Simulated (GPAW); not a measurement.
## NbRu3C: energy against volume and a worked fit

Space group Pm-3m (No. 221). a = 4.065 Å, b = 4.065 Å, c = 4.065 Å, α = 90.00°, β = 90.00°, γ = 90.00°
```
atom  site  symmetry       x       y       z
  Ru    3c    4/mm.m  0.5000  0.5000  0.0000
  Nb    1a      m-3m  0.0000  0.0000  0.0000
   C    1b      m-3m  0.5000  0.5000  0.5000
```

The cell comes from a database or a generator and needn't be the stable form of this composition.

The cell was scaled at fixed shape and fractions and run with GPAW, GPAW PAW data sets (gpaw-data 1.2.1), cutoff 800 eV; PBE, k mesh 5 × 5 × 5 on the cell of 5 atoms, fermi-dirac occupations of 0.05 eV, no spin polarisation, no spin-orbit coupling. Energies are those that the program minimises, any entropy of the smearing included. For a metal such a mesh isn't converged to the digits shown.

```tsv
V (Å³/atom)	energy over the lowest row (meV/atom)
12.6294	29.24
12.8981	?
13.1669	0.00
13.4356	0.93
13.7043	10.77
13.9730	28.59
14.2417	53.49
```

Q: Fit the third-order Birch-Murnaghan form, give V0, B0 and B′, and predict the energy left open.

A: With y = (V0/V)^(2/3), E = E0 + (9 V0 B0/16) [(y - 1)³ B′ + (y - 1)² (6 - 4y)]. Least squares through the rows shown give V0 = 13.2734 Å³/atom, E0 = -0.76 meV, B0 = 280.5 GPa (1 eV/Å³ = 160.218 GPa) and B′ = 4.58, with a largest miss of 0.01 meV. At V = 12.8981 the form with these constants gives 9.04 meV; the run gave 9.03 meV an atom.
